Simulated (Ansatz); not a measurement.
The elements of this relaxed trial crystal are hidden behind letters.

```
lattice vectors (Å)
   6.1299    0.0000    0.0000
   0.0000    6.1299    0.0000
   0.0000    0.0000    6.1299
fractional positions
X 0.0000 0.5000 0.5000
X 0.5000 0.0000 0.5000
X 0.5000 0.5000 0.0000
X 0.0000 0.5000 0.0000
X 0.5000 0.0000 0.0000
X 0.0000 0.0000 0.5000
Z 0.0000 0.0000 0.0000
Z 0.5000 0.5000 0.5000
Q 0.2500 0.2500 0.2500
Q 0.7500 0.7500 0.2500
Q 0.7500 0.2500 0.7500
Q 0.2500 0.7500 0.7500
```

Method: DFT PBE, scalar-relativistic, plane waves, PAW in Ansatz. Cutoff 420 eV, Γ-centred 6×6×6 mesh (12-atom cell), Gaussian smearing of 0.10 eV, no spin polarisation.

```
Space group                               : Pn-3m (No. 224)
Conventional cell                         : a = 6.130 Å
Volume per atom                           : 19.19 Å³
Density                                   : 7.16 g/cm³
Energy over the elements                  : +0.09 eV/atom
Gap on the 6×6×6 mesh of the 12-atom cell : 0 eV (a metal)
```

Energies are uncorrected and count from the elements' standard states at the same level.

Q: X is a d-block element of period 5, Z is a p-block element of period 5 and Q is a p-block element of period 2. Which elements are they?

A: X = Cd, Z = Te, Q = O, so the formula is Cd3TeO2. Density times volume gives a mean mass of 7.16 × 19.19/1.6605 = 82.7 u per atom, and this set has 82.8 u. Cd is surrounded by 4 O at 2.65 Å, 2 Te at 3.06 Å and 4 Cd at 3.06 Å; around Te lie 4 O at 2.65 Å and 6 Cd at 3.06 Å; O has 2 Te at 2.65 Å and 6 Cd at 2.65 Å. Other sets within the hints have nearly the same mass, so mass alone doesn't settle it; this one was computed.

These runs have no spin–orbit coupling, which can matter for Te. The cell is a metal run without spin; a magnetic state may lie lower. A structure relaxed within its symmetry needn't be a true minimum. Another cell of Cd3TeO2 relaxed alike, in P6/mmm, lies 0.58 eV/atom lower, so this cell isn't the stable form at this level.
